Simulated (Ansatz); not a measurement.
A geometry of Mo away from equilibrium: step 2 of the relaxation of a relaxed Mo cell shaken by Gaussian noise of σ = 0.08 Å a coordinate. Calculation: PBEsol (plane waves to 420 eV, PAW, scalar-relativistic; Ansatz, a quantum-chemistry and plane-wave program). Γ-centred k-mesh 7×7×7 on the run's cell (coarser than for final values), Fermi–Dirac smearing 0.05 eV.

```
Mo
1.0
    4.90967     0.00345    -0.00061
    0.00345     5.01488    -0.00842
   -0.00061    -0.00842     5.02116
Mo
8
Cartesian
  1.17512   0.04117   2.52528
  3.69002   0.01924   2.56431
  0.00358   2.53785   1.25147
  0.00046   2.52981   3.76591
  2.40803   1.27788  -0.06239
  2.41114   3.79467  -0.06623
  0.00461   0.03247   0.00015
  2.40587   2.51595   2.50665
```

Q: Give the Cartesian forces on all atoms (eV/Å).

A: 
| atom | Fx | Fy | Fz |
|---|---|---|---|
| Mo1 | 0.80 | -0.27 | -0.50 |
| Mo2 | -0.78 | 0.00 | -0.84 |
| Mo3 | -0.59 | -0.02 | -0.03 |
| Mo4 | -0.58 | 0.05 | -0.03 |
| Mo5 | 0.60 | 0.15 | 0.83 |
| Mo6 | 0.55 | -0.15 | 0.79 |
| Mo7 | -0.64 | -0.03 | 0.34 |
| Mo8 | 0.64 | 0.28 | -0.56 |

Q: What is the pressure?

A: +3.2 GPa, compression positive.

Q: How far above the relaxed end point is this geometry?

A: 0.03 eV/atom; the path ends in Pm-3n (No. 223).

No spin polarisation in the result.

The end of the path is a generated cell of Mo: the first start was made by placing the elements on the sites of a structure type, and the end was not matched to a known phase here, so it may be hypothetical. Known forms of Mo include space group No. 229.
